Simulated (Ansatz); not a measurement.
Relaxation of a generated cell, Ge(SbTe2)2 placed in the GeSb2Te4 structure type; 7 atoms in the cell, which starts as R-3m, hexagonal axes (No. 166), hR7; a = 4.2700 Å, b = 4.2700 Å, c = 41.7000 Å, α = 90.00°, β = 90.00°, γ = 120.00°. These are PBEsol (plane waves to 420 eV, PAW, scalar-relativistic; Ansatz, a quantum-chemistry and plane-wave program) values and carry that method's errors. Γ-centred k-mesh 6×6×6 on the run's cell (coarser than for final values), Fermi–Dirac smearing 0.05 eV. This is the first round of the run. 

The optimiser's lines from the output (shortened; P is positive under compression):

```
relax step   1: F+E_penalty+E_count = -44676.33226396 eV  Δ(F+E_penalty+E_count) = +0.000e0 eV  max|allowed force component| = 8.281e-1 eV/Å  Δτ_max = 0.0000 Å  P = -1.560 GPa  Ω = 219.483 Å³  (8 SCF iters, dr2 threshold 1.00e-7 eV, accepted)
relax step   2: F+E_penalty+E_count = -44676.51674595 eV  Δ(F+E_penalty+E_count) = -1.845e-1 eV  max|allowed force component| = 4.314e-1 eV/Å  Δτ_max = 0.1947 Å  P = -0.152 GPa  Ω = 208.972 Å³  (9 SCF iters, dr2 threshold 7.00e-7 eV, accepted)
relax step   3: F+E_penalty+E_count = -44676.53859569 eV  Δ(F+E_penalty+E_count) = -2.185e-2 eV  max|allowed force component| = 2.533e-2 eV/Å  Δτ_max = 0.0304 Å  P = -0.172 GPa  Ω = 210.647 Å³  (6 SCF iters, dr2 threshold 7.00e-7 eV, accepted)
relax step   4: F+E_penalty+E_count = -44676.54105926 eV  Δ(F+E_penalty+E_count) = -2.464e-3 eV  max|allowed force component| = 5.351e-3 eV/Å  Δτ_max = 0.0187 Å  P = -0.022 GPa  Ω = 209.558 Å³  (6 SCF iters, dr2 threshold 2.29e-7 eV, accepted)
relax step   5: F+E_penalty+E_count = -44676.54110366 eV  Δ(F+E_penalty+E_count) = -4.440e-5 eV  max|allowed force component| = 2.330e-3 eV/Å  Δτ_max = 0.0026 Å  P = -0.001 GPa  Ω = 209.510 Å³  (6 SCF iters, dr2 threshold 1.30e-9 eV, accepted)
relax step   6: F+E_penalty+E_count = -44676.53926120 eV  Δ(F+E_penalty+E_count) = +1.842e-3 eV  max|allowed force component| = 2.230e-3 eV/Å  Δτ_max = 0.0000 Å  P = -0.001 GPa  Ω = 209.510 Å³  stress off target by 6.11e-3 GPa  SCF on the basis re-selected at this cell (its energy is not comparable with the rows above)  (7 SCF iters)
```

From the first to the last row the energy changes by -0.03 eV/atom and the volume by -4.5 %. The last row is marked as not comparable with the walk above it, whose basis was carried along; it does compare with step 1, since both stand on a basis selected at the nominal cutoff for their own cell.

Later rounds, restarted from the end of this one on a renewed k-mesh, logged 4 more steps and released under 0.01 eV/atom more. The final structure after all rounds: R-3m, hexagonal axes (No. 166), hR7; a = b = 4.242 Å, c = 40.211 Å, α = β = 90.00°, γ = 120.00°. Between re-selections the logged energies stand on a plane-wave basis carried along with the cell. No spin polarisation in the result.

The run could not lose the symmetry of its start.

The first start was generated by placing the elements on the sites of a structure type. Materials Project lists a structure of Ge(SbTe2)2 in the same space group, R-3m (No. 166); the sites were not compared with it, nor with measured phases.
